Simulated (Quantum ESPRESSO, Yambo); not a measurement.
Levels of theory for the gap of MgS

MgS (rock salt, space group Fm-3m, No. 225): one geometry, one set of norm-conserving PBEsol (Quantum ESPRESSO, 84 Ry, no spin-orbit coupling) orbitals, self-energies from Yambo (6×6×6 Γ-centred k mesh, bands 5 to 80 and a 10 Ry block in the screening, 80 bands in G with the Bruneval-Gonze terminator, plasmon pole fitted at 27.2 eV).

Cell and atoms were relaxed with PBEsol from Materials Project entry mp-1315, within its symmetry.

| level | gap Γ → X (eV) | direct gap at Γ (eV) | rough Yambo cost |
|---|---|---|---|
| PBEsol (Quantum ESPRESSO) | 2.73 | 3.68 | – |
| exchange only (Hartree-Fock self-energy on PBEsol orbitals) | 10.01 | 11.25 | about 1/10 (6 states) |
| static COHSEX@PBEsol | 5.72 | 6.39 | within a factor of two (3 states) |
| G0W0@PBEsol, plasmon pole | 4.54 | 5.37 | 1 (6 states) |

Bare exchange has no screening and gives the widest gap; static COHSEX screens it but leaves out the frequency dependence, which G0W0 restores.

Costs are rough ratios of core time on shared machines.

Nearest settings tried, and what they do to the gap: 49 bands in G: +1 meV; 49 bands in W, 49 bands in G: -33 meV; 8 Ry block (113 vectors against 169): -44 meV. Not varied: mesh. So the settings aren't converged at that level.
